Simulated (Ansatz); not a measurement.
Ti5Ge4:
```cif
data_Ge16Ti20
_chemical_formula_sum 'Ti20 Ge16'
_space_group_name_H-M_alt 'Pnma'
_space_group_IT_number 62
_space_group_name_Hall '-P 2ac 2n'
_cell_length_a 6.68918
_cell_length_b 12.85796
_cell_length_c 6.78416
_cell_angle_alpha 90.000
_cell_angle_beta 90.000
_cell_angle_gamma 90.000
loop_
_atom_site_label
_atom_site_type_symbol
_atom_site_symmetry_multiplicity
_atom_site_Wyckoff_symbol
_atom_site_fract_x
_atom_site_fract_y
_atom_site_fract_z
_atom_site_occupancy
Ti1 Ti 4 c 0.17382 0.25000 0.50455 1
Ti2 Ti 8 d 0.14850 0.62597 0.33422 1
Ti3 Ti 8 d 0.01494 0.09355 0.17802 1
Ge1 Ge 4 c 0.31893 0.25000 0.15296 1
Ge2 Ge 4 c 0.04663 0.25000 0.88955 1
Ge3 Ge 8 d 0.19334 0.03992 0.53665 1
```

Relaxed with PBE.

### Question
Which orbitals make up the states near the Fermi level in plane-wave PAW PBE (Ansatz code)?

### Answer
Within 0.5 eV of the Fermi level: Ti 3d 89 %, Ge 4p 6 %. Projections are on Löwdin-orthogonalised atomic valence shells; empty p or d shells of many metals are not among them.

### Question
Tabulate the density of states.

### Answer
States/eV per cell of 36 atoms, in 0.25 eV bins, energy from the Fermi level.

| E (eV) | total | Ti 3d | Ge 4p | Ge 4s |
|---|---|---|---|---|
| -7.85 | 25.22 | 4.53 | 2.38 | 16.23 |
| -7.60 | 14.05 | 2.84 | 1.07 | 9.40 |
| -7.35 | 0.00 | 0.00 | 0.00 | 0.00 |
| -7.10 | 0.00 | 0.00 | 0.00 | 0.00 |
| -6.85 | 0.00 | 0.00 | 0.00 | 0.00 |
| -6.60 | 0.00 | 0.00 | 0.00 | 0.00 |
| -6.35 | 0.00 | 0.00 | 0.00 | 0.00 |
| -6.10 | 0.00 | 0.00 | 0.00 | 0.00 |
| -5.85 | 0.00 | 0.00 | 0.00 | 0.00 |
| -5.60 | 0.00 | 0.00 | 0.00 | 0.00 |
| -5.35 | 0.00 | 0.00 | 0.00 | 0.00 |
| -5.10 | 0.95 | 0.15 | 0.54 | 0.02 |
| -4.85 | 15.78 | 2.68 | 8.95 | 0.44 |
| -4.60 | 15.98 | 3.12 | 8.84 | 0.66 |
| -4.35 | 14.33 | 3.08 | 7.92 | 0.73 |
| -4.10 | 13.55 | 3.17 | 7.39 | 0.84 |
| -3.85 | 11.27 | 2.83 | 6.31 | 0.64 |
| -3.60 | 15.05 | 3.67 | 8.80 | 0.71 |
| -3.35 | 16.82 | 4.48 | 9.85 | 0.65 |
| -3.10 | 18.52 | 5.46 | 10.86 | 0.59 |
| -2.85 | 22.80 | 7.48 | 13.07 | 0.63 |
| -2.60 | 27.66 | 10.05 | 15.45 | 0.56 |
| -2.35 | 28.34 | 11.51 | 15.11 | 0.39 |
| -2.10 | 35.42 | 16.06 | 17.60 | 0.37 |
| -1.85 | 42.26 | 22.19 | 18.38 | 0.31 |
| -1.60 | 20.73 | 11.71 | 8.25 | 0.15 |
| -1.35 | 19.68 | 12.27 | 6.62 | 0.13 |
| -1.10 | 16.11 | 12.05 | 3.15 | 0.13 |
| -0.85 | 30.85 | 24.04 | 5.11 | 0.30 |
| -0.60 | 33.50 | 28.78 | 2.98 | 0.22 |
| -0.35 | 31.52 | 28.23 | 1.78 | 0.13 |
| -0.10 | 18.78 | 16.83 | 1.08 | 0.08 |
| 0.15 | 24.11 | 21.18 | 1.71 | 0.14 |
| 0.40 | 13.58 | 11.95 | 1.02 | 0.08 |
| 0.65 | 25.57 | 22.81 | 1.73 | 0.13 |
| 0.90 | 32.80 | 29.59 | 1.92 | 0.19 |
| 1.15 | 50.74 | 46.63 | 2.29 | 0.26 |
| 1.40 | 57.38 | 53.58 | 2.01 | 0.35 |
| 1.65 | 51.76 | 48.13 | 1.94 | 0.38 |

The first step of the workflow began from a Materials Project structure, measured or hypothetical; the Crystallography Open Database copy checked does not list it. Whether it is the stable phase at ambient conditions was not checked. The PBE relaxation kept the symmetry of its start; whether a distortion lowers the energy is not shown. No spin polarisation was allowed. Spin–orbit coupling is left out wherever it is not named.

Potentials: the later of the program's two PAW sets.
